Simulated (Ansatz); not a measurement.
ZrIr2 (cubic Laves, MgCu2 type)

```
ZrIr2
1.0
    0.00000     3.67323     3.67323
    3.67323     0.00000     3.67323
    3.67323     3.67323     0.00000
Zr Ir
2 4
Direct
  0.50000   0.50000   0.50000
  0.75000   0.75000   0.75000
  0.62500   0.12500   0.12500
  0.12500   0.12500   0.62500
  0.12500   0.62500   0.12500
  0.12500   0.12500   0.12500
```

Equation-of-state scan: isotropic scaling of the cell above, V₀ being its volume. Symmetry pins the atoms to their sites.

These are PBEsol (plane waves to 420 eV, PAW, scalar-relativistic; Ansatz, an electronic-structure program) values and carry that method's errors. k mesh 11×11×11 (Γ-centred), Fermi-Dirac smearing 0.05 eV. The energy includes the smearing's −TS. Stress and pressure are positive under compression. Spin-orbit coupling is left out, though Ir is heavy. ZrIr2 is run without spin polarisation. ZrIr2 was relaxed with its symmetry unable to fall. The zero of ΔE is the relaxed starting cell. The last digit holds for this mesh only.

```json
[
 {"V (Å³/atom)": "15.529", "ΔE (meV/atom)": "56.2"},
 {"V (Å³/atom)": "15.694", "ΔE (meV/atom)": "withheld"},
 {"V (Å³/atom)": "15.860", "ΔE (meV/atom)": "24.0"},
 {"V (Å³/atom)": "16.025", "ΔE (meV/atom)": "13.3"},
 {"V (Å³/atom)": "16.190", "ΔE (meV/atom)": "5.8"},
 {"V (Å³/atom)": "16.355", "ΔE (meV/atom)": "1.4"},
 {"V (Å³/atom)": "16.521", "ΔE (meV/atom)": "0.0"},
 {"V (Å³/atom)": "16.686", "ΔE (meV/atom)": "1.4"},
 {"V (Å³/atom)": "16.851", "ΔE (meV/atom)": "5.4"},
 {"V (Å³/atom)": "17.016", "ΔE (meV/atom)": "11.8"},
 {"V (Å³/atom)": "17.181", "ΔE (meV/atom)": "20.7"},
 {"V (Å³/atom)": "17.347", "ΔE (meV/atom)": "31.7"},
 {"V (Å³/atom)": "17.512", "ΔE (meV/atom)": "44.9"}
]
```

Q: Fit a third-order Birch-Murnaghan form (E₀, V₀, B₀, B₀′ free) to the given rows and predict ΔE at V = 15.694.

A: Least squares on the 12 given rows: ΔE = E₀ + (9V₀B₀/16)·y²·[2 + (B₀′ − 4)y], y = (V₀/V)^(2/3) − 1, with V₀ = 16.521 Å³/atom, B₀ = 269.5 GPa (160.2 GPa = 1 eV/Å³; the term in eV is multiplied by 1000), B₀′ = 4.59, E₀ = 0.02 meV/atom; root-mean-square residual 0.03 meV/atom. At 15.694 the fit gives 38.3 meV/atom; the calculation gives 38.3 meV/atom, the same to the digits shown. For the pressure the fit gives 15.6 GPa against the computed 15.6 GPa.

(Under strain, the slope of the energy per volume gives the stress and its curvature an elastic modulus.)
